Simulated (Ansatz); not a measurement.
With plane-wave PAW HSE06 (Ansatz code), SiO₂ in the tetragonal phase (P4_12_12; Si on 4a, O on 8b) relaxes to a = 5.065 Å, c = 7.080 Å. Si has 4 nearest neighbours from 1.61 Å (tetrahedral); O has 2 nearest neighbours from 1.61 Å (bent).

It is gapped at this level: 7.40 eV (direct). The valence maximum lies at Γ and the conduction minimum at Γ.

An equation-of-state fit gives a bulk modulus of 15.2 GPa. Bader charges are Si +3.36, O -1.68 e.

The measured cell (COD 9009686, doi:10.1063/1.334545; 296 K, pressure taken as ambient) has 14.27 Å³ per atom; the computed volume differs by 6.1 %, which includes thermal expansion and zero-point motion, and at this size may mean another phase or pressure.

The cell was relaxed with HSE06 under the symmetry of its start. The hybrid was solved on a coarse mesh, the path and, where they were found, the r²SCAN edge points; its band edges are the extreme levels among these.

Potentials: the later of the program's two PAW sets.
